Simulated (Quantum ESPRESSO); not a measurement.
## Pt3Ti3RuTa (input and log of a self-consistent run)

A calculation, not a measurement. The program is pw.x of Quantum ESPRESSO 7.5 (plane-wave density functional theory). The cell is made up: eight metal atoms on a face-centred cubic lattice, with elements, volume, strain and displacements drawn at random and not relaxed, so it may be unstable or far from any real phase. PseudoDojo standard norm-conserving files set the functional (PBE unless stated); there is no spin polarisation or spin-orbit coupling, the Fermi-Dirac width of 0.25 eV means electrons at about 2900 K, and the masses in the input are unused placeholders. Heavy elements are run without spin-orbit coupling, which real alloys of them have. A spin test at this wide smearing found no moment, but such smearing suppresses magnetism that the real alloy may have.

Input:

```
&control calculation='scf', pseudo_dir='./dojo.nc.sr.pbe.v0_5.standard.upf', outdir='./o', disk_io='minimal', tprnfor=.true., tstress=.true. /
&system ibrav=0, nat=8, ntyp=4, nbnd=78, ecutwfc=84.00895049, nosym=.true., tot_charge=0,
 occupations='smearing', smearing='fd', degauss=0.0183746611
/
&electrons conv_thr=1.470e-08, electron_maxstep=70, mixing_beta=0.5 /
ATOMIC_SPECIES
Pt 1.0 Pt.upf
Ru 1.0 Ru.upf
Ta 1.0 Ta.upf
Ti 1.0 Ti.upf
CELL_PARAMETERS angstrom
-0.0015 1.9634 1.9463
-3.7457 3.9126 -3.8754
-3.9543 -4.014 3.9826
ATOMIC_POSITIONS angstrom
Pt -0.0256 -0.0263 0.0179
Pt -3.804 -2.1216 2.0475
Pt -3.8651 -0.1073 0.0841
Ti -3.8023 1.9096 -1.9193
Ti -1.908 -0.0913 1.9937
Ru -1.9893 2.0415 0.0201
Ti -5.7754 -0.1045 2.0073
Ta -5.7749 1.9004 0.0197
K_POINTS automatic
8 4 4 1 1 1
```

The log is shortened where brackets say so; the opening notice, blank lines, dates and the lines on written files are dropped, and the path of the files is cut. It prints rydbergs, bohrs and kilobars, and counts compression as positive stress. Its total energy is the free energy E - TS of the whole cell.

```
     Program PWSCF v.7.5
     Parallel version (MPI & OpenMP), running on       4 processor cores
     Number of MPI processes:                 4
     Threads/MPI process:                     1
     [start-up lines left out]
     bravais-lattice index     =            0
     lattice parameter (alat)  =       5.2243  a.u.
     unit-cell volume          =     801.3835 (a.u.)^3
     number of atoms/cell      =            8
     number of atomic types    =            4
     number of electrons       =       119.00
     number of Kohn-Sham states=           78
     kinetic-energy cutoff     =      84.0090  Ry
     charge density cutoff     =     336.0358  Ry
     scf convergence threshold =      1.5E-08
     mixing beta               =       0.5000
     number of iterations used =            8  plain     mixing
     Exchange-correlation= PBE
                           (   1   4   3   4   0   0   0)
     [axes and pseudopotential details left out]
   Cartesian axes
     site n.     atom                  positions (alat units)
         1        Pt     tau(   1) = (  -0.0092599  -0.0095131   0.0064747  )
         2        Pt     tau(   2) = (  -1.3759665  -0.7674160   0.7406129  )
         3        Pt     tau(   3) = (  -1.3980673  -0.0388121   0.0304203  )
         4        Ti     tau(   4) = (  -1.3753516   0.6907323  -0.6942409  )
         5        Ti     tau(   5) = (  -0.6901535  -0.0330246   0.7211526  )
         6        Ru     tau(   6) = (  -0.7195610   0.7384426   0.0072705  )
         7        Ti     tau(   7) = (  -2.0890528  -0.0377993   0.7260719  )
         8        Ta     tau(   8) = (  -2.0888719   0.6874045   0.0071258  )
     number of k points=    64  Fermi-Dirac smearing, width (Ry)=  0.0184
                       cart. coord. in units 2pi/alat
        k(    1) = (  -0.0897535   0.0451500   0.0431616), wk =   0.0312500
        k(    2) = (  -0.1783587   0.0026864   0.0859301), wk =   0.0312500
     [further k points left out]
     Dense  grid:    83361 G-vectors     FFT dimensions: (  32,  75,  80)
     Estimated max dynamical RAM per process >     363.19 MB
     Estimated total dynamical RAM >       1.36 GB
     Initial potential from superposition of free atoms
     starting charge     118.9931, renormalised to     119.0000
     Starting wfcs are   80 randomized atomic wfcs
     total cpu time spent up to now is        7.7 secs
     per-process dynamical memory:   287.9 Mb
     Self-consistent Calculation
     iteration #  1     ecut=    84.01 Ry     beta= 0.50
     Davidson diagonalization with overlap
     ethr =  1.00E-02,  avg # of iterations =  4.2
     total cpu time spent up to now is       28.7 secs
     total energy              =   -1466.05400010 Ry
     estimated scf accuracy    <       9.93498200 Ry
     iteration #  2     ecut=    84.01 Ry     beta= 0.50
     Davidson diagonalization with overlap
     ethr =  8.35E-03,  avg # of iterations =  3.9
     total cpu time spent up to now is       50.7 secs
     total energy              =   -1469.71822622 Ry
     estimated scf accuracy    <      55.69084592 Ry
     iteration #  3     ecut=    84.01 Ry     beta= 0.50
     Davidson diagonalization with overlap
     ethr =  8.35E-03,  avg # of iterations =  3.3
     total cpu time spent up to now is       70.5 secs
     total energy              =   -1472.31376608 Ry
     estimated scf accuracy    <       7.92028439 Ry
     iteration #  4     ecut=    84.01 Ry     beta= 0.50
     Davidson diagonalization with overlap
     ethr =  6.66E-03,  avg # of iterations =  1.9
     total cpu time spent up to now is       86.8 secs
     total energy              =   -1472.33484627 Ry
     estimated scf accuracy    <       5.00866822 Ry
     iteration #  5     ecut=    84.01 Ry     beta= 0.50
     Davidson diagonalization with overlap
     ethr =  4.21E-03,  avg # of iterations =  2.8
     total cpu time spent up to now is      103.7 secs
     total energy              =   -1472.28221067 Ry
     estimated scf accuracy    <       2.40893295 Ry
     [iterations 6 to 16 left out]
     iteration # 17     ecut=    84.01 Ry     beta= 0.50
     Davidson diagonalization with overlap
     ethr =  5.65E-08,  avg # of iterations =  1.0
     total cpu time spent up to now is      313.2 secs
     total energy              =   -1472.35635355 Ry
     estimated scf accuracy    <       0.00000122 Ry
     iteration # 18     ecut=    84.01 Ry     beta= 0.50
     Davidson diagonalization with overlap
     ethr =  1.03E-09,  avg # of iterations =  3.1
     total cpu time spent up to now is      331.9 secs
     total energy              =   -1472.35635365 Ry
     estimated scf accuracy    <       0.00000042 Ry
     iteration # 19     ecut=    84.01 Ry     beta= 0.50
     Davidson diagonalization with overlap
     ethr =  3.54E-10,  avg # of iterations =  2.2
     total cpu time spent up to now is      350.2 secs
     total energy              =   -1472.35635361 Ry
     estimated scf accuracy    <       0.00000147 Ry
     iteration # 20     ecut=    84.01 Ry     beta= 0.50
     Davidson diagonalization with overlap
     ethr =  3.54E-10,  avg # of iterations =  2.0
     total cpu time spent up to now is      368.1 secs
     total energy              =   -1472.35635370 Ry
     estimated scf accuracy    <       0.00000058 Ry
     iteration # 21     ecut=    84.01 Ry     beta= 0.50
     Davidson diagonalization with overlap
     ethr =  3.54E-10,  avg # of iterations =  1.0
     total cpu time spent up to now is      383.7 secs
     End of self-consistent calculation
     [lines on levels left out]
!    total energy              =   -1472.35635374 Ry
     estimated scf accuracy    <          4.0E-09 Ry
     smearing contrib. (-TS)   =      -0.11826831 Ry
     internal energy E=F+TS    =   -1472.23808543 Ry
     The total energy is F=E-TS. E is the sum of the following terms:
     one-electron contribution =    -337.72048042 Ry
     hartree contribution      =     239.31997271 Ry
     xc contribution           =    -259.42496401 Ry
     ewald contribution        =   -1114.41261370 Ry
     convergence has been achieved in  21 iterations
     Forces acting on atoms (cartesian axes, Ry/au):
     atom    1 type  1   force =    -0.00477534   -0.01789272    0.01624684
     atom    2 type  1   force =    -0.09023884    0.04089321   -0.03711443
     atom    3 type  1   force =     0.00767619    0.00581503   -0.00229256
     atom    4 type  4   force =     0.05368621   -0.01639271    0.01528592
     atom    5 type  4   force =    -0.02746932    0.04556348   -0.04306270
     atom    6 type  2   force =    -0.00108368    0.00891190   -0.02766647
     atom    7 type  4   force =     0.01561622   -0.01621816    0.02106459
     atom    8 type  3   force =     0.04658857   -0.05068003    0.05753882
     Total force =     0.172666     Total SCF correction =     0.000333
     Computing stress (Cartesian axis) and pressure
          total   stress  (Ry/bohr**3)                   (kbar)     P=      178.87
   0.00129249  -0.00019161   0.00022981          190.13      -28.19       33.81
  -0.00019161   0.00112046   0.00014750          -28.19      164.83       21.70
   0.00022981   0.00014750   0.00123481           33.81       21.70      181.65
     init_run     :      7.26s CPU      7.55s WALL (       1 calls)
     electrons    :    369.05s CPU    375.99s WALL (       1 calls)
     forces       :      2.99s CPU      3.00s WALL (       1 calls)
     stress       :     10.74s CPU     10.74s WALL (       1 calls)
     [timing details left out]
     PWSCF        :   6m30.15s CPU   6m37.42s WALL
     JOB DONE.
```

In other units: free energy -20032.429 eV for the cell, pressure 17.89 GPa, largest force component 2.320 eV/Å in size. The run took 399 s of wall time with four MPI processes on a shared machine (Intel Xeon, 2023 or later, virtual cores), so the time is rough. A rerun of this cell at a higher cutoff and on a denser mesh moved values by no more than 0.005 eV in energy, 0.16 GPa in stress and 0.013 eV/Å in force, and a second program with other atomic files agreed on that cell to 2 % rms in force and 0.5 GPa in pressure.